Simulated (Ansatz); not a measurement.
## H under pressure

Level of theory: DFT LDA, scalar-relativistic, plane waves, PAW (Ansatz). Cutoff 420 eV, 12×12×12 k-points (Γ-centred), fixed occupations. No spin polarisation. Phonons by linear response, acoustic sum rule imposed.

Equilibrium structure at this level:
```xyz
2
Lattice="-1.4102 1.4102 1.9306 1.4102 -1.4102 1.9306 1.4102 1.4102 -1.9306" Properties=species:S:1:pos:R:3 pbc="T T T"
H     0.0000    0.0000    3.4757
H     0.0000    0.0000    0.3855
```

The crystal is built of molecules and no dispersion correction was added, so the binding between them is poorly described, and with it their spacing and whatever depends on it.

**Question.** The cell is relaxed again at 1 and 4 and 12 and 20 and 30 and 40 GPa. How do volume, gap and optical modes at Γ (cm⁻¹, counted from the lowest optical one; a degenerate one stands once) change?

**Answer.**
|  | 0 GPa | 1 GPa | 4 GPa | 12 GPa | 20 GPa | 30 GPa | 40 GPa |
| --- | --- | --- | --- | --- | --- | --- | --- |
| V/V0 | 1.000 | 0.878 | 0.722 | 0.568 | 0.496 | 0.441 | 0.404 |
| gap (eV) | 7.18 | 6.80 | 6.15 | 5.16 | 4.49 | 3.85 | 3.32 |
| ε∞, mean | 2.01 | 2.18 | 2.52 | 3.09 | 3.54 | 4.05 | 4.54 |
| mode 1 | 217 | 233 | 263 | 318 | 357 | 392 | 419 |
| mode 3 | 4084 | 4080 | 4075 | 4068 | 4062 | 4053 | 4043 |